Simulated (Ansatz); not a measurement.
## Cr: course of a relaxation

All numbers below come from Ansatz 0.2.0, DFT PBEsol, scalar-relativistic, plane waves, PAW. Settings: 420 eV cutoff, 18×18×10 k-mesh, Gaussian smearing of 0.10 eV, no spin polarisation.

What was changed in Y: Y → Cr on all its sites, cell and atoms relaxed.

Command:

```bash
ansatz run input.yaml --threads 1 --pin off --max-ram 2560MiB --backend cpu --events-out ev --progress --plain --runs-dir out
```

Input:

```yaml
crystal:
  lattice:
    - [2.4526636119, 0.0, 0.0]
    - [-1.2263318059, 2.1240689948, 0.0]
    - [0.0, 0.0, 4.4182772727]
  atoms:
    - { symbol: Cr, position: [0.3333333333, 0.6666666667, 0.25] }
    - { symbol: Cr, position: [0.6666666667, 0.3333333333, 0.75] }
basis:
  ecutwfc: 420
kpoints:
  mp_grid: { grid: [18, 18, 10] }
hamiltonian:
  xc: pbesol
scf:
  occupations: { method: gaussian, width: 0.1 }
output:
  forces: true
  stress: true
  eigenvalues: true
relax:
  adjacent_minimum: "off"
  f_tol: 0.01
  max_steps: 60
  cell: { stress_tol: 0.1 }
```

F is the free energy. Steps run on the plane waves of an earlier cell, but the last one, and at times one on the way, on a freshly chosen basis, so a repeated geometry can differ a little in energy.

Steps:

```tsv
step	F − F(1) (eV)	largest force component (eV/Å)	V (Å³/atom)	P (GPa)
1	0.0000	0.000	11.509	-0.44
2	-0.0006	0.000	11.482	0.09
3	-0.0006	0.000	11.483	0.03
4	-0.0006	0.000	11.483	0.03
```

Relaxed structure:

```xyz
2
Lattice="2.4554 0.0000 0.0000 -1.2277 2.1265 0.0000 0.0000 0.0000 4.3983" Properties=species:S:1:pos:R:3 pbc="T T T"
Cr    0.0000    1.4176    1.0996
Cr    1.2277    0.7088    3.2988
```

It takes space group P6_3/mmc (No. 194, hexagonal). The conventional cell has a = 2.455 Å, b = 2.455 Å, c = 4.398 Å, α = 90.00°, β = 90.00°, γ = 120.00°. Cr (site symmetry -6m2) is surrounded by 12 Cr at 2.46 to 2.62 Å.

The run converged. It took 6 s on 1 thread of AMD EPYC 9R45 96-Core Processor (Zen 5), on a shared host, peak memory 0.47 GiB.